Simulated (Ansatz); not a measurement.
A scan (energy against volume; even scaling of the relaxed cell, symmetry kept) gave these values. All values below come from r2SCAN (plane waves to 500 eV, PAW, scalar-relativistic; Ansatz, an electronic-structure program).

The bulk modulus B₀ (third-order Birch-Murnaghan fit) is 56.5 GPa and the pressure derivative B₀′ (fit) is 5.4. The equilibrium volume of the fit is 20.03 Å³/atom.

Q: Of these crystals, all scanned alike, which one is it?
A. NaI (rock salt)
B. Li (bcc, W type)
C. CaPbF₆ (space group Fm-3m)
D. Li₂O (anti-fluorite)

A: C, CaPbF₆ (space group Fm-3m). The others have, for the bulk modulus: Li2O 87.1 GPa, NaI 17.2 GPa, Li 13.1 GPa

All were relaxed with their symmetry unable to fall. Spin-orbit coupling is left out.

(Under strain, the slope of the energy per volume gives the stress and its curvature an elastic modulus.)
